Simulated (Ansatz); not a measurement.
# RbSrCl$_{3}$: moving Rb off its site

RbSrCl$_{3}$, Pm-3m, a = 5.696 Å (as given, not relaxed at this level: -2.3 GPa). The structure is a Materials Project entry; whether it is the stable form wasn't checked. Ansatz: LDA, PAW, 420 eV, Γ-centred 4×4×4 mesh on 5 atoms, Gaussian smearing 0.05 eV; no spin polarisation.

```yaml
crystal:
  lattice:
    - [5.69630, 0.00000, 0.00000]
    - [0.00000, 5.69630, 0.00000]
    - [0.00000, 0.00000, 5.69630]
  atoms:
    - { symbol: Rb, position: [0.50000, 0.50000, 0.50000] }
    - { symbol: Sr, position: [0.00000, 0.00000, 0.00000] }
    - { symbol: Cl, position: [0.50000, 0.00000, 0.00000] }
    - { symbol: Cl, position: [0.00000, 0.50000, 0.00000] }
    - { symbol: Cl, position: [0.00000, 0.00000, 0.50000] }
```

Atom 1 (Rb) moves by x along the unit vector (0.000, 0.000, 1.000), with its periodic images; all else is held. y is the free energy of the cell over the start, F the force along the path summed over the moved atoms. Symmetry makes y even in x.

```tsv
x (Å)	y (meV)	F (eV/Å)
-0.5000	?	?
-0.2500	-10.45	-0.08
0.0000	0.00	0.00
0.0625	-0.67	0.02
0.1250	-2.68	0.04
0.1875	-5.96	0.06
0.3125	-16.03	0.10
0.3750	-22.57	0.11
0.4375	-29.89	0.12
```

Question: Fit y = c2 x² + c4 x⁴ to the energies of the other rows, give the force constant, and predict energy and force of the missing row.

Answer: Least squares on the rows shown. y = −172.52 x² + 85.509 x⁴. The force constant is 2 c2 = -0.345 eV/Å², negative: the site is a maximum along this line, for the cell as given, at -2.3 GPa (for all images moving together, not for a lone atom). The force −dy/dx at the missing row is -0.13 eV/Å (computed -0.13). At x = -0.5000 the fit asked for gives -37.79 meV. The run gave -37.81 meV, so the fit is 0.02 meV too high, a small miss on the scale of the series.

Symmetry holds off the tilts and polar distortions that many cubic perovskites undergo.